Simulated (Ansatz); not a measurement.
NbP2:
```cif
data_Nb2P4
_chemical_formula_sum 'Nb2 P4'
_space_group_name_H-M_alt 'P 1'
_space_group_IT_number 1
_cell_length_a 5.99888
_cell_length_b 5.99888
_cell_length_c 5.08466
_cell_angle_alpha 90.000
_cell_angle_beta 90.000
_cell_angle_gamma 147.842
loop_
_space_group_symop_operation_xyz
  'x, y, z'
loop_
_atom_site_label
_atom_site_type_symbol
_atom_site_fract_x
_atom_site_fract_y
_atom_site_fract_z
_atom_site_occupancy
Nb1 Nb 0.91030 0.08970 0.50221 1
Nb2 Nb 0.08970 0.91030 0.00221 1
P1 P 0.57341 0.42659 0.37935 1
P2 P 0.42659 0.57341 0.87935 1
P3 P 0.30077 0.69923 0.19345 1
P4 P 0.69923 0.30077 0.69345 1
```

Relaxed with r²SCAN.

Problem. Which orbitals make up the states near the Fermi level in DFT-r²SCAN in the program Ansatz with PAW potentials?

Solution. Within 0.5 eV of the Fermi level: Nb 4d 69 %, P 3p 23 %. Projections are on Löwdin-orthogonalised atomic valence shells; empty p or d shells of many metals are not among them.

Problem. Tabulate the density of states.

Solution. States/eV per cell of 6 atoms, in 0.25 eV bins, energy from the Fermi level.

```
E (eV)  total  P 3p  Nb 4d  P 3s
------  -----  ----  -----  ----
-7.85    0.00  0.00   0.00  0.00
-7.60    0.00  0.00   0.00  0.00
-7.35    0.00  0.00   0.00  0.00
-7.10    0.00  0.00   0.00  0.00
-6.85    0.00  0.00   0.00  0.00
-6.60    0.17  0.12   0.02  0.00
-6.35    0.97  0.69   0.13  0.04
-6.10    2.64  1.90   0.42  0.11
-5.85    3.79  2.71   0.71  0.15
-5.60    3.29  2.33   0.64  0.16
-5.35    1.81  1.24   0.34  0.11
-5.10    2.29  1.51   0.50  0.14
-4.85    3.35  2.17   0.79  0.21
-4.60    3.44  2.22   0.82  0.22
-4.35    2.79  1.76   0.70  0.17
-4.10    2.01  1.26   0.53  0.12
-3.85    2.98  1.87   0.81  0.16
-3.60    3.77  2.35   1.07  0.17
-3.35    3.18  1.96   0.94  0.14
-3.10    4.71  2.92   1.43  0.17
-2.85    3.90  2.27   1.36  0.12
-2.60    6.22  3.54   2.30  0.15
-2.35    5.41  3.10   2.01  0.10
-2.10    5.56  3.18   2.09  0.09
-1.85    5.12  2.92   1.93  0.09
-1.60    3.84  2.08   1.54  0.07
-1.35    2.52  1.29   1.08  0.05
-1.10    2.66  1.30   1.19  0.05
-0.85    2.23  0.89   1.18  0.05
-0.60    2.82  0.84   1.76  0.06
-0.35    3.17  0.79   2.14  0.06
-0.10    3.76  0.86   2.65  0.07
0.15     2.12  0.48   1.49  0.04
0.40     2.00  0.44   1.41  0.05
0.65     1.40  0.27   1.03  0.04
0.90     1.39  0.21   1.07  0.05
1.15     1.32  0.26   0.94  0.05
1.40     1.60  0.38   1.04  0.07
1.65     1.66  0.51   0.94  0.11
1.90     2.46  0.77   1.30  0.21
2.15     3.14  0.93   1.70  0.27
2.40     3.97  1.16   2.13  0.38
2.65     4.41  1.28   2.42  0.37
2.90     4.58  1.24   2.57  0.38
3.15     5.30  1.30   3.08  0.49
3.40     4.91  1.00   2.96  0.58
3.65     4.64  1.16   2.54  0.51
3.90     4.47  1.22   2.30  0.46
4.15     4.01  1.28   1.87  0.38
4.40     3.21  1.19   1.31  0.28
4.65     4.23  1.83   1.58  0.28
```

Space group Cmc2_1. The start of the workflow was typed in or built on a structure type; neither database checked (COD, Materials Project) lists it. Its standing as an ambient phase is unchecked. The cell was relaxed with r²SCAN under the symmetry of its start; whether a distortion lowers the energy is not shown. No spin polarisation was allowed. Spin–orbit coupling is left out wherever it is not named.

Potentials: the earlier of the program's two PAW sets. The files were generated under PBE; for other functionals the program regenerates the frozen cores, and for LDA and PBEsol the local potential too.
